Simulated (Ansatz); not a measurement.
## Zone-centre phonons of TaN at 25 GPa: input and output

Computed with DFT LDA, scalar-relativistic, plane waves, PAW (Ansatz 0.2.0).

Launched with:
```bash
ansatz run input.yaml --threads 1 --pin off --max-ram 3072MiB --backend cpu --events-out ev --progress --plain --runs-dir out
```

Input (bare energies are in eV):
```yaml
crystal:
  lattice:
    - [2.8473548168, 0.0, 0.0]
    - [-1.4236774084, 2.4658816049, 0.0]
    - [0.0, 0.0, 2.8034361301]
  atoms:
    - { symbol: Ta, position: [0.3333333333, 0.6666666667, 0.5] }
    - { symbol: "N", position: [0.0, 0.0, 0.0] }
basis:
  ecutwfc: 420
kpoints:
  mp_grid: { grid: [18, 18, 14] }
hamiltonian:
  xc: lda
scf:
  occupations: { method: fermi_dirac, width: 0.15 }
output:
  eigenvalues: true
phonons:
  method: dfpt
  eigenvectors: true
```

The end of the output:
```
--- Phonons (Γ-DFPT): 4 representative perturbations + reference, on 728 of 4536 k-points (Σ response iterations 12) ---
  k mesh reduced under 4 symmetry operations, with k and −k counted as one. Each operation leaves every solved displacement unchanged or reverses it
  ASR residual: 1.440e-4 → 0.000e0 eV/Å²; symmetrization residual: 3.051e-7 eV/Å²
  ASR residual per site (eV/Å²): 1.44e-4 2.67e-5
  Γ frequencies (cm⁻¹): 0.00 0.00 0.00 594.35 594.35 642.74
  non-analytic LO–TO correction: not included (Born effective charges unavailable; polar crystals: no LO–TO splitting at Γ)
```

It took 63 s on 1 thread of Arm Neoverse V2, with other jobs on the host, peak memory 0.8 GiB.

In a metal, frequencies and elastic constants depend on the k mesh and the smearing, soft modes and shear constants most. Spin–orbit coupling is left out, which matters for heavy elements. Other phases may be more stable at this pressure. A semilocal functional can close a gap that the real compound has.

This form isn't the usual stable structure of the compound at low pressure.